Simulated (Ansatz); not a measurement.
Ti (hcp, Mg type)

```xyz
2
Lattice="2.9389 0.0000 0.0000 -1.4694 2.5451 0.0000 0.0000 0.0000 4.6500" Properties=species:S:1:pos:R:3 pbc="T T T"
Ti     0.0000     1.6967     3.4875
Ti     1.4694     0.8484     1.1625
```

Scan: atom 1 (Ti, nearest neighbour Ti at 2.878 Å; its periodic images, 2.9 Å or more away, move with it) is displaced along Cartesian [111], direction (0.577, 0.577, 0.577) in Cartesian axes, by s. The other atoms stay.

Level of theory: PBE (plane waves to 420 eV, PAW, scalar-relativistic; Ansatz, an electronic-structure program). k mesh 15×15×8 (Γ-centred), Fermi-Dirac smearing 0.05 eV. Energies are smeared free energies. Left out: 1 of 11 points, with atoms too close for the PAW data. With partly filled bands, energies and forces of such displacements shift with the k mesh and the smearing. The PAW data are Ansatz's earlier set. Ti is run without spin polarisation. Ti was relaxed with its symmetry unable to fall. The zero of ΔE is the undisplaced structure. The last digit holds for this mesh only.

| s (Å) | ΔE (meV/cell) |
|---|---|
| -0.464 | 247.5 |
| -0.348 | 134.6 |
| -0.232 | 58.2 |
| -0.116 | 14.0 |
| 0.000 | 0.0 |
| 0.116 | 13.7 |
| 0.232 | withheld |
| 0.348 | 131.0 |
| 0.464 | 239.0 |
| 0.580 | 382.0 |

### Question
Fit a polynomial form (powers 2, 3, 4) to the given rows and predict ΔE at s = 0.232.

### Answer
Least squares on the 9 given rows: ΔE = (1064)·s² + (-45.34)·s³ + (295.0)·s⁴, in meV/cell with s in Å; root-mean-square residual 0.47 meV/cell. At 0.232 the fit gives 57.6 meV/cell; the calculation gives 56.8 meV/cell, so the interpolation is off by 0.8 (+1.4 %). The quadratic term alone would give 57.3 meV/cell.

(For displaced atoms, the force is minus the slope of the energy, and its curvature is a force constant, which sets phonon frequencies.)
